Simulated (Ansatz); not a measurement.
Fe3C in space group P6_322 (No. 182; Fe on 6g, C on 2c) at seven volumes, plane-wave PAW PBEsol (Ansatz code), shape and atoms relaxed at each. One row is withheld.

```csv
V (Å³/atom),P (GPa)
8.732,28.27
9.019,17.43
9.307,8.13
9.595,0.01
9.883,-6.05
10.171,-10.48
10.459,?
```

Task: Fit the shown pressures and predict the withheld one.

Result: P = (3/2)B₀(x^(7/2) − x^(5/2))[1 + (3/4)(B′ − 4)(x − 1)] with x = (V₀/V)^(2/3). Least squares on the six rows gives V₀ = 9.610 Å³/atom, B₀ = 224 GPa, B′ = 5.91. At V = 10.459, x = 0.9451 and P = -14.75 GPa. The run itself gave -15.03 GPa.

The first step of the workflow began from a Materials Project structure, measured or hypothetical; the Crystallography Open Database copy checked does not list it. COD files the formula under space group No. 62, so this cell is another polymorph or a model. Whether it is the stable phase at ambient conditions was not checked. The cell was relaxed with PBEsol under the symmetry of its start; its stability against distortions is not shown here. Magnetic state: ferromagnetic, chosen from 5 collinear starts compared on coarse meshes (ties went to the first, and starts can fall back to one state), not a proven ground state.

Potentials: the later of the program's two PAW sets.
